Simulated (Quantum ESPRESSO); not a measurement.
Ti2Ir3Zr2Al, one composition in several site orders

A calculation, not a measurement. The program is pw.x of Quantum ESPRESSO 7.5 (plane-wave density functional theory). The cell is made up: eight metal atoms on a face-centred cubic lattice, with elements, volume, strain and displacements drawn at random and not relaxed, so it may be unstable or far from any real phase. PseudoDojo standard norm-conserving files set the functional (PBE unless stated); there is no spin polarisation or spin-orbit coupling, the Fermi-Dirac width of 0.25 eV means electrons at about 2900 K, and the masses in the input are unused placeholders. Heavy elements are run without spin-orbit coupling, which real alloys of them have. A spin test at this wide smearing found no moment, but such smearing suppresses magnetism that the real alloy may have.

The runs put one composition on the sites in different orders. Cell, positions, cutoff, mesh and smearing stay as in the input of run 1; sites are counted in its order. Stress in the tables is positive in tension.

Input of run 1:

```
&control calculation='scf', pseudo_dir='./dojo.nc.sr.pbe.v0_5.standard.upf', outdir='./o', disk_io='minimal', tprnfor=.true., tstress=.true. /
&system ibrav=0, nat=8, ntyp=4, nbnd=68, ecutwfc=84.00895049, nosym=.true., tot_charge=0,
 occupations='smearing', smearing='fd', degauss=0.0183746611
/
&electrons conv_thr=1.470e-08, electron_maxstep=70, mixing_beta=0.5 /
ATOMIC_SPECIES
Al 1.0 Al.upf
Ir 1.0 Ir.upf
Ti 1.0 Ti.upf
Zr 1.0 Zr.upf
CELL_PARAMETERS angstrom
-4.0934 -0.015 -0.0668
0.0518 -3.94 4.0505
0.056 5.9816 2.0968
ATOMIC_POSITIONS angstrom
Ti -0.0995 -0.0071 0.1188
Ir -0.0398 2.0163 2.0975
Zr 0.1773 -1.8737 2.06
Ir 0.1819 0.0757 4.1219
Ti -1.9859 4.0151 2.0875
Al -1.9298 0.0655 2.0324
Ir -2.0361 2.1181 4.1314
Zr -1.8804 -1.9516 4.0436
K_POINTS automatic
6 5 4 1 1 1
```

```
run  elements on sites 1 to 8  free energy less that of run 1 (eV)  -TS (eV)  pressure (GPa)  stress xx (GPa)  stress yy (GPa)  stress zz (GPa)  stress yz (GPa)  stress xz (GPa)  stress xy (GPa)  iterations
  1   Ti Ir Zr Ir Ti Al Ir Zr                                0.000    -1.577            2.52            -3.14            -1.40            -3.03             5.62             2.56            -0.18          17
  2   Ti Al Ir Ir Zr Ti Ir Zr                               -0.618    -1.628            3.05            -3.24            -8.09             2.18            -1.68             0.88             1.90          18
  3   Ir Al Zr Ti Ir Zr Ti Ir                               -0.313    -1.603            4.21            -5.50            -9.25             2.12            -0.35             2.53             0.06          15
  4   Zr Al Zr Ti Ir Ti Ir Ir                               -0.519    -1.583            3.89             2.93            -8.02            -6.59             1.44             1.80             0.96          18
  5   Zr Ti Al Ti Zr Ir Ir Ir                               -0.767    -1.518            2.85             2.36            -5.61            -5.29             1.06             2.18             0.77          18
  6   Ir Zr Ir Zr Ir Ti Ti Al                                0.011    -1.604            3.40            -2.52            -4.10            -3.59             4.71             2.93            -1.92          17
```

Forces Fx Fy Fz (eV/Å):

| site | run 1 | run 2 | run 3 | run 4 | run 5 | run 6 |
| --- | --- | --- | --- | --- | --- | --- |
| 1 | 1.23 -0.09 -1.19 | 1.34 -0.11 -1.23 | 1.32 0.21 -1.41 | 0.82 0.95 -2.36 | 1.33 2.46 -1.05 | 0.73 1.03 -0.49 |
| 2 | 0.47 -0.78 -0.06 | 1.07 -0.09 1.44 | 0.82 0.80 -0.74 | 0.36 0.96 0.30 | 0.59 -0.28 0.68 | 1.12 1.35 -0.64 |
| 3 | -1.06 -0.83 -0.21 | -0.90 0.06 -0.41 | -0.99 -2.15 0.05 | -0.69 -2.71 0.43 | -0.71 -0.70 1.67 | -0.72 -0.12 0.88 |
| 4 | -0.13 0.42 -0.10 | -0.34 0.12 -0.19 | -0.70 0.50 2.39 | -0.05 0.40 0.74 | -0.23 -0.51 -1.93 | -0.62 -0.63 1.02 |
| 5 | 0.27 -0.24 -1.01 | -0.28 0.16 -0.04 | 0.09 -1.13 -0.86 | 0.23 -0.86 -0.68 | -0.12 -1.19 0.08 | 0.01 -0.05 -0.05 |
| 6 | -0.46 1.62 1.42 | -0.84 0.40 2.25 | -0.86 0.72 -0.78 | -0.73 1.20 1.10 | -0.57 -0.12 1.37 | -0.66 -2.18 -1.45 |
| 7 | 0.52 -0.72 -0.01 | 0.81 -0.83 -0.32 | 0.96 0.02 1.01 | 0.49 -1.29 -0.82 | 0.11 -0.60 -0.51 | 0.44 1.15 1.44 |
| 8 | -0.84 0.61 1.16 | -0.86 0.30 -1.49 | -0.65 1.03 0.34 | -0.42 1.34 1.28 | -0.39 0.94 -0.32 | -0.30 -0.56 -0.72 |

The sites are displaced and not relaxed, so the energy differences mix bonding between neighbours with strain and are not ordering energies. A rerun of one cell of this series at a higher cutoff and on a denser mesh moved values by no more than 0.002 eV in energy, 0.06 GPa in stress and 0.013 eV/Å in force, and a second program with other atomic files agreed on that cell to 2 % rms in force and 0.5 GPa in pressure.